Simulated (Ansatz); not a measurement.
**Ansatz 0.2.0, relaxation: PF3**

Input:

```yaml
crystal:
  lattice:
    - [2.122912, 3.676986, 0.0]
    - [-2.122912, 3.676986, 0.0]
    - [0.0, 0.0, 7.535496]
  atoms:
    - { symbol: F, position: [0.0, 0.0, 0.25] }
    - { symbol: F, position: [0.0, 0.0, 0.75] }
    - { symbol: F, position: [0.3333, 0.3334, 0.58062] }
    - { symbol: F, position: [0.6666, 0.6667, 0.08062] }
    - { symbol: F, position: [0.3333, 0.3334, 0.91938] }
    - { symbol: F, position: [0.6667, 0.6667, 0.41938] }
    - { symbol: P, position: [0.3333, 0.3334, 0.25] }
    - { symbol: P, position: [0.6666, 0.6667, 0.75] }
  symmetry: { tolerance: 0.0003 }
kpoints:
  mp_grid: { grid: [6, 6, 4], shift: [0, 0, 0] }
magnetization:
  spin_polarized: false
scf:
  occupations: { method: fermi_dirac }
  lower_state_search: "off"
hamiltonian:
  pseudopotentials: { kind: paw }
  xc: r2scan
basis:
  ecutwfc: 500
  fft_grid_basis: typed
relax:
  max_steps: 40
  cell: { p_target: 20.0 }
  f_tol: 0.03
output:
  forces: true
  stress: true
  eigenvalues: true
  bader: true
  populations: true
  elf: true
  write_potential: true
  volumetric_format: npy
  dos:
    e_range: [-12, 8]
    de: 0.05
    projected: { site_lists: { F: [F], P: [P] } }
  write_density: true
checkpoint:
  read: saved_state
```

Run with:

```bash
ansatz run input.yaml --threads 2 --pin off --max-ram 2560MiB --backend cpu --events-out ev --progress --plain --runs-dir out
```

Origin of the cell: a known structure type with other elements, at an estimated volume, so it need not be a known compound.

The smearing width isn't typed, so it takes its default of 0.1 eV.

The saved state is a converged single point of the same cell.

Steps («new basis» is an SCF on plane waves selected anew at the same cell):

| step | ΔH (meV/atom) | max force component (eV/Å) | P (GPa) | volume (Å³) | SCF iterations | step was |
| --- | --- | --- | --- | --- | --- | --- |
| 1 | 0.0 | 0.788 | -25.39 | 117.64 | 7 | accepted |
| 2 | -561.5 | 0.861 | -23.27 | 101.91 | 8 | accepted |
| 3 | -975.6 | 0.847 | -15.86 | 89.34 | 7 | accepted |
| 4 | -1237.9 | 0.668 | -1.42 | 79.12 | 7 | accepted |
| 5 | -1335.4 | 0.279 | 18.41 | 71.93 | 7 | accepted |
| 6 | -1342.4 | 0.120 | 23.66 | 71.08 | 6 | accepted |
| 7 | -1344.6 | 0.094 | 21.80 | 71.91 | 6 | accepted |
| 8 | -1345.6 | 0.004 | 20.35 | 72.80 | 6 | accepted |
| 9 | -1345.7 | 0.001 | 20.03 | 73.01 | 5 | accepted |
| 10 | -1340.2 | 0.005 | 19.99 | 73.01 | 8 | new basis |

The starting structure.

Space group P6_3/mmc (No. 194); the run's cell has a = 4.246 Å, b = 4.246 Å, c = 7.535 Å, α = 90.00°, β = 90.00°, γ = 60.00°. Shortest distances: F–P 2.45 Å, F–F 2.55 Å.

After:

Space group P6_3/mmc (No. 194); the run's cell has a = 3.786 Å, b = 3.786 Å, c = 5.883 Å, α = 90.00°, β = 90.00°, γ = 60.00°. Shortest distances: F–P 1.79 Å, F–F 2.28 Å.

```xyz
8
Lattice="1.8928 3.2784 0.0000 -1.8928 3.2784 0.0000 0.0000 0.0000 5.8828" Properties=species:S:1:pos:R:3 pbc="T T T"
F     0.0000    0.0000    1.4707
F     0.0000    0.0000    4.4121
F     0.0000    2.1856    3.2650
F     0.0000    4.3712    0.3236
F     0.0000    2.1856    5.5591
F     0.0000    4.3712    2.6177
P     0.0000    2.1856    1.4707
P     0.0000    4.3712    4.4121
```

```
Enthalpy lowered by     : 1340.2 meV/atom
Volume change           : -37.94 %
Final pressure          : 19.99 GPa
Relaxation steps listed : 10
Gap on the mesh         : 1.55 eV
```

Caveats: the relaxation held the start's symmetry, so the end may be a saddle point.

Time: 100 s on 2 threads of Arm Neoverse V1, with other jobs on the host, peak memory 0.71 GiB, from a saved density.
